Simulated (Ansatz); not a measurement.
SiO₂:
```cif
data_O6Si3
_chemical_formula_sum 'Si3 O6'
_space_group_name_H-M_alt 'P 1'
_space_group_IT_number 1
_cell_length_a 5.28677
_cell_length_b 5.28677
_cell_length_c 5.28677
_cell_angle_alpha 97.625
_cell_angle_beta 97.625
_cell_angle_gamma 97.625
loop_
_space_group_symop_operation_xyz
  'x, y, z'
loop_
_atom_site_label
_atom_site_type_symbol
_atom_site_fract_x
_atom_site_fract_y
_atom_site_fract_z
_atom_site_occupancy
Si1 Si 0.71533 0.28467 0.50000 1
Si2 Si 0.50000 0.71533 0.28467 1
Si3 Si 0.28467 0.50000 0.71533 1
O1 O 0.30958 0.69042 0.50000 1
O2 O 0.50000 0.30958 0.69042 1
O3 O 0.69042 0.50000 0.30958 1
O4 O 0.00000 0.33396 0.66604 1
O5 O 0.66604 0.00000 0.33396 1
O6 O 0.33396 0.66604 0.00000 1
```

Relaxed with r²SCAN.

Q: Tabulate the valence density and the electron localisation function along the shortest Si–O contact (1.61 Å), the program Ansatz at the r²SCAN level (PAW).

A: 

| distance from Si (Å) | density (e/Å³) | ELF |
|---|---|---|
| 0.16 | 0.07 | 0.25 |
| 0.24 | 0.10 | 0.12 |
| 0.32 | 0.17 | 0.12 |
| 0.40 | 0.27 | 0.19 |
| 0.48 | 0.40 | 0.35 |
| 0.56 | 0.57 | 0.55 |
| 0.64 | 0.76 | 0.72 |
| 0.72 | 1.00 | 0.80 |
| 0.80 | 1.27 | 0.84 |
| 0.88 | 1.62 | 0.86 |
| 0.97 | 2.10 | 0.85 |
| 1.05 | 2.76 | 0.83 |
| 1.13 | 3.62 | 0.79 |
| 1.21 | 4.59 | 0.72 |
| 1.29 | 5.55 | 0.60 |
| 1.37 | 6.40 | 0.45 |
| 1.45 | 7.07 | 0.30 |

The density is the valence pseudo-density with augmentation charge, so density and ELF within about 1 Å of a nucleus are not all-electron values.

Space group R32. The first step of the workflow began from a Materials Project structure, measured or hypothetical; the Crystallography Open Database copy checked does not list it. It is not the phase usual at ambient conditions (space group No. 92, 152, 154). The cell was relaxed with r²SCAN under the symmetry of its start; phonons show weakly imaginary modes.

Potentials: the later of the program's two PAW sets.
